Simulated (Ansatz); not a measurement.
The cell below belongs to a search over invented structures; it isn't taken from experiment.

Input and command of a plane-wave DFT calculation in Ansatz:

```yaml
crystal:
  lattice:
    - [6.25815123, 0.0, 0.0]
    - [-3.12907561, 5.41971794, 0.0]
    - [0.0, 0.0, 5.54899128]
  atoms:
    - { symbol: Mg, position: [0.0, 0.0, 0.5] }
    - { symbol: Cd, position: [0.0, 0.0, 0.0] }
    - { symbol: Cd, position: [0.66666667, 0.33333333, 0.0] }
    - { symbol: Cd, position: [0.33333333, 0.66666667, 0.5] }
    - { symbol: Se, position: [0.48905112, 0.51094888, 0.0] }
    - { symbol: Se, position: [0.48905112, 0.97810223, 0.0] }
    - { symbol: Se, position: [0.02189777, 0.51094888, 0.0] }
basis:
  ecutwfc: 420
kpoints:
  mp_grid: { grid: [3, 3, 3] }
hamiltonian:
  xc: pbe
scf:
  occupations: { method: gaussian, width: 0.2 }
  lower_state_search: "off"
output:
  forces: true
  stress: true
  eigenvalues: true
relax:
  adjacent_minimum: "off"
  f_tol: 0.08
  max_steps: 16
  cell: { stress_tol: 0.8 }
```

```bash
ansatz run input.yaml --threads 1 --pin off --max-ram 2560MiB --backend cpu --events-out ev --progress --plain --runs-dir out
```

Processor: Intel(R) Xeon(R) Platinum 8259CL CPU @ 2.50GHz (Skylake/Cascade Lake), 1 thread, on a host shared with other jobs.

Question: How long does it run, and how much memory does it take?

Answer: About 79 s, peak memory 0.56 GiB. It solves 71 bands at 6 k points (after reduction by symmetry) with about 4733 plane waves (on the last cell), in 64 SCF iterations over 10 ionic steps.
